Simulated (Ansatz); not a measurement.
EuSb₂Au₄ single point

Input file of Ansatz 0.2.0:

```yaml
crystal:
  lattice:
    - [2.32593529, 4.0286321, 0.0]
    - [-2.32593529, 4.0286321, 0.0]
    - [0.0, -2.68575473, 8.10418643]
  atoms:
    - { symbol: Eu, position: [0.0, 0.0, 0.0] }
    - { symbol: Au, position: [0.14196, 0.14196, 0.42588] }
    - { symbol: Au, position: [0.85804, 0.85804, 0.57412] }
    - { symbol: Au, position: [0.43411, 0.43411, 0.30233] }
    - { symbol: Au, position: [0.56589, 0.56589, 0.69767] }
    - { symbol: Sb, position: [0.25634, 0.25634, 0.76902] }
    - { symbol: Sb, position: [0.74366, 0.74366, 0.23098] }
  symmetry: { detect: false, time_reversal: true }
kpoints:
  mp_grid: { grid: [5, 5, 5], shift: [0, 0, 0] }
  band_path:
    path:
      - [0.0, 0.0, 0.0]
      - [0.0, 0.0, 0.5]
      - [0.31502861, -0.31502861, 0.5]
      - [0.31502861, -0.36994279, 0.18497139]
      - [0.5, 0.0, 0.0]
      - [0.0, 0.0, 0.0]
      - [0.3424857, -0.3424857, 0.0]
      - [0.31502861, -0.3424857, 0.3424857]
      - [0.0, -0.5, 0.5]
      - [0.0, 0.0, 0.0]
    npoints: 6
magnetization:
  spin_polarized: true
scf:
  occupations: { method: fermi_dirac }
  lower_state_search: "off"
  max_iter: 200
hamiltonian:
  pseudopotentials: { kind: paw }
  xc: pbe
  hubbard:
    projectors: all-electron-ortho-atomic
    sites: [{ species: Eu, l: f, u_eff: 2.91 }]
basis:
  ecutwfc: 420
  fft_grid_basis: typed
output:
  forces: true
  stress: true
  eigenvalues: true
  bader: true
  populations: true
  elf: true
  write_potential: true
  volumetric_format: npy
  dos:
    e_range: [-12, 8]
    de: 0.05
    projected: { site_lists: { Au: [Au], Eu: [Eu], Sb: [Sb] } }
checkpoint:
  read: saved_state
```

The run starts from an earlier solution of this cell. Magnetic state (reached from a saved solution, and it need not be the lowest): Eu1 up.

Output (shortened):

```
Eu: projections on atomic orbitals take those of the free atom [Kr 4d10] 4f7 5s2 5p6 5d0 6s2, of charge +0.00 (hamiltonian.pseudopotentials.projection_atoms); the dataset's partial waves leave at most 1.0e-3 of an orbital's norm unspanned inside its sphere
Au: projections on atomic orbitals take those of the free atom [Kr 4d10 4f14] 5s2 5p6 5d10 6s1, of charge +0.00 (hamiltonian.pseudopotentials.projection_atoms); the dataset's partial waves leave at most 9.9e-5 of an orbital's norm unspanned inside its sphere
Sb: projections on atomic orbitals take those of the free atom [Kr] 4d10 5s2 5p3, of charge +0.00 (hamiltonian.pseudopotentials.projection_atoms); the dataset's partial waves leave at most 3.6e-6 of an orbital's norm unspanned inside its sphere
Pseudopotentials: kind: paw
Pseudopotential: Eu, paw, valence charge 17, recommended cutoff 420 eV (normal), Eu.paw.azcp
Pseudopotential: Au, paw, valence charge 19, recommended cutoff 420 eV (normal), Au.paw.azcp
Pseudopotential: Sb, paw, valence charge 15, recommended cutoff 420 eV (normal), Sb.paw.azcp
Functional definition: PBE
  exchange = pbe_x(kappa = kappa, mu = beta*pi^2/3)
  correlation = pbe_c(beta = beta)
Crystal: 7 atoms, lattice volume = 151.878 Å³
Basis set: ecut = 420 eV, 2991 PW (Γ), exchange–correlation on 64×64×120 points (8 copies of the dense FFT grid, shifted against one another)
Bands: 74, of which v1, the nominal top of the filled ones, is band 62 counted from 1 (61 counted from 0)
Symmetry: 1 space group operations
k-points: 63 of 125 (time reversal used)
Initial density: read from a saved state, or passed on in memory by an earlier SCF of this step, an earlier step, the calling program or the single point that the run made first
Functional: x = pbe(κ = 0.804, μ = 0.2195), c = pbe(β = 0.0667)
Magnetization: 7.0174 μB (65.0087 up, 57.9913 down)
Absolute magnetization: 7.1574 μB (∫|ρ↑−ρ↓|, with the PAW one-centre terms)
Spin contamination: 0.1089 ħ² per cell (⟨S²⟩ above its minimum at these occupations)
Per-site moments (μB) at R_I (Å): [(6.8882, 1.3504), (-0.0045, 1.1471), (-0.0045, 1.1471), (-0.0038, 1.1333), (-0.0038, 1.1333), (-0.0117, 1.1333), (-0.0117, 1.1333)]
Free energy (F): -74334.5515 eV
Harris-Foulkes:  -74334.5515 eV  (|F-HF|=1.89e-9)
Internal energy: -74334.4753 eV  (E = F + TS)
E sigma→0 (E₀):  -74334.5134 eV
Entropy (-TS):   -0.0762 eV (-10.881 meV/atom)
Fermi energy:    16.2569 eV
--- Per-component energies (eV) ---
  E_band       = -1281.3902
  E_kinetic    = 3192.9091
  E_local      = -14464.7981  (includes V_loc(G=0)·N_el)
  E_nonlocal   = 1498.3540
  E_hartree    = 6334.5439
  E_xc         = -1370.2163
  E_vxc        = -1501.9947  (∫ρ·V_xc dr)
  E_hubbard    = 0.1263  (on-site DFT+U / exact-exchange correction)
  E_vhub       = -9.8542  (the Hubbard potential's part of the band-sum identity)
  E_paw        = -54370.2434  (= ΣΔE_a)
  E_vpaw       = -2665.0956  (= ΣTr[D̂ρ^β])
  E_aug_tail   = 0.0058  (compensation charges beyond the density's cutoff)
  E_ewald      = -15155.1566
  E_smearing   = -0.0762  (= −TS)
--- Forces (eV/Å), atoms counted from 1 ---
  atom   1  Eu     0.0000     0.0000     0.0000
  atom   2  Au     0.0000     0.0000     0.0397
  atom   3  Au     0.0000     0.0000    -0.0397
  atom   4  Au     0.0000     0.0000    -0.5235
  atom   5  Au     0.0000     0.0000     0.5235
  atom   6  Sb     0.0000     0.0000     0.5805
  atom   7  Sb     0.0000     0.0000    -0.5805
--- Stress (GPa, compression-positive) ---
        6.9734       0.0000       0.0000
        0.0000       6.9734       0.0000
        0.0000       0.0000       5.5333
  P = ⅓ Tr σ = 6.4934 GPa (64.934 kbar)
--- Löwdin populations: 7 sites ---
  site symbol       q [e]    m [muB]
     0     Eu     17.3069     7.0911
     1     Au     18.6603    -0.0028
     2     Au     18.6603    -0.0028
     3     Au     18.6053    -0.0062
     4     Au     18.6053    -0.0062
     5     Sb     15.2257    -0.0314
     6     Sb     15.2257    -0.0314
  spilling = 0.0058 (of n_electrons = 123.0000)
--- Bader charges: 7 sites ---
  site symbol  charge [e]  shift [e]    m [muB]
     0     Eu      1.2282     0.0000     6.9554
     1     Au     -0.2541     0.0001     0.0003
     2     Au     -0.2541     0.0001     0.0003
     3     Au     -0.4515     0.0002     0.0057
     4     Au     -0.4515     0.0002     0.0057
     5     Sb      0.0915     0.0003     0.0249
     6     Sb      0.0915     0.0003     0.0249
```

Origin: a known structure type with other elements, at an estimated volume, so it need not be a known compound. Caveats: the k mesh is coarse if the cell is a metal.
